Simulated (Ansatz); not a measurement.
Molecular dynamics on a 1×1×1 supercell (5 atoms) of MgIn2N2 (R-3m), relaxed with r2SCAN. Forces come from PBEsol in Ansatz 0.2.0: Langevin thermostat and barostat (NPT), 600 K, steps of 1 fs. Computed, non-magnetic; the trajectory is short and the cell small, so nothing here is a converged average.

```yaml
crystal:
  lattice:
    - [1.6526086353, 0.9541340405, 7.6934971835]
    - [-1.6526086353, 0.9541340405, 7.6934971835]
    - [0.0, -1.908268081, 7.6934971835]
  atoms:
    - { symbol: Mg, position: [0.0, 0.0, 0.0] }
    - { symbol: In, position: [0.4391451762, 0.4391451762, 0.4391451762] }
    - { symbol: In, position: [0.5608548238, 0.5608548238, 0.5608548238] }
    - { symbol: "N", position: [0.2768625335, 0.2768625335, 0.2768625335] }
    - { symbol: "N", position: [0.7231374665, 0.7231374665, 0.7231374665] }
kpoints:
  mp_grid: { grid: [4, 4, 4] }
hamiltonian:
  xc: pbesol
scf:
  occupations: { method: fermi_dirac, width: 0.052 }
md:
  ensemble: npt_langevin
  temperature: 600
  timestep: 1.0
  n_steps: 40
  initial_velocities: maxwell_boltzmann
  seed: 330
```

Run as `ansatz run input.yaml --threads 4 --pin off --max-ram 4608MiB --backend cpu --events-out ev --progress --plain --runs-dir out`.

Q: It ran on 4 threads of Arm Neoverse N1, with other jobs on the host, load about 0.9 per core. About how long did it take, and what peak of host memory did it reach?

A: About 90 s, with a peak of 0.42 GiB.

```tsv
step	t (fs)	T (K)	free energy F from step 0 (meV/atom)	kinetic energy (meV/atom)	pressure (GPa)	volume (Å³/atom)	largest force (eV/Å)
0	0	480	0.0	62.0	-0.53	14.56	0.05
1	1	492	0.3	63.6	-0.43	14.56	0.19
2	2	466	1.0	60.3	-0.38	14.56	0.32
3	3	387	2.0	50.1	-0.39	14.56	0.44
4	4	392	3.4	50.7	-0.32	14.57	0.56
5	5	391	5.1	50.6	-0.20	14.57	0.68
6	6	402	7.1	52.0	-0.06	14.56	0.80
7	7	331	9.4	42.8	0.00	14.56	0.90
8	8	368	11.9	47.5	0.15	14.56	1.00
9	9	419	14.8	54.1	0.33	14.55	1.10
10	10	402	18.0	52.0	0.41	14.55	1.19
11	11	373	21.4	48.3	0.47	14.55	1.28
12	12	362	24.9	46.8	0.58	14.55	1.36
13	13	356	28.5	46.0	0.72	14.55	1.45
14	14	306	32.1	39.6	0.78	14.55	1.52
15	15	312	35.6	40.3	0.90	14.55	1.59
16	16	296	39.0	38.3	0.99	14.55	1.65
17	17	356	42.2	46.0	1.11	14.56	1.69
18	18	336	45.5	43.5	1.16	14.56	1.74
19	19	331	49.0	42.8	1.26	14.56	1.79
20	20	358	52.5	46.3	1.46	14.56	1.85
21	21	320	55.7	41.3	1.57	14.56	1.91
22	22	306	58.6	39.5	1.67	14.56	1.96
23	23	315	61.0	40.8	1.77	14.56	1.99
24	24	329	62.6	42.5	1.81	14.57	2.01
25	25	428	63.7	55.3	1.89	14.59	2.03
26	26	486	64.2	62.8	1.90	14.61	2.03
27	27	463	63.4	59.9	1.74	14.63	2.00
28	28	500	62.3	64.6	1.62	14.66	1.97
29	29	500	60.8	64.6	1.46	14.68	1.94
30	30	568	58.7	73.5	1.29	14.71	1.88
31	31	565	56.4	73.1	1.00	14.74	1.81
32	32	569	53.7	73.5	0.68	14.77	1.72
33	33	642	50.9	83.0	0.39	14.81	1.63
34	34	633	48.4	81.9	0.02	14.85	1.55
35	35	654	46.5	84.5	-0.29	14.89	1.47
36	36	657	44.8	84.9	-0.61	14.92	1.39
37	37	651	43.4	84.2	-0.94	14.96	1.31
38	38	706	42.4	91.3	-1.22	15.00	1.23
39	39	687	41.7	88.8	-1.55	15.03	1.15
40	40	650	41.7	84.0	-1.80	15.06	1.08
```

The temperature starts at 480 K, is lowest at step 16 (296 K, 16 fs) and ends at 650 K. The atoms start on their lattice sites with kinetic energy alone, so much of it first passes into potential energy. The first value is 4/5 of the setting, since velocities are drawn without the motion of the centre of mass and T is counted over all atoms.

Positions (Å) and forces (eV/Å) at step 40:
```
cell (Å): 1.672 0.965 7.782; -1.672 0.965 7.782; 0.000 -1.930 7.782
Mg  -0.146   0.082   0.012     0.541  -0.148   0.236
In   0.073  -0.037  10.214    -0.388   0.481   0.522
In   0.099   0.002  13.194    -0.329   0.203  -1.010
N    0.074   0.021   6.501    -0.002  -0.140  -0.048
N    0.021   0.087  16.821     0.178  -0.395   0.300
```
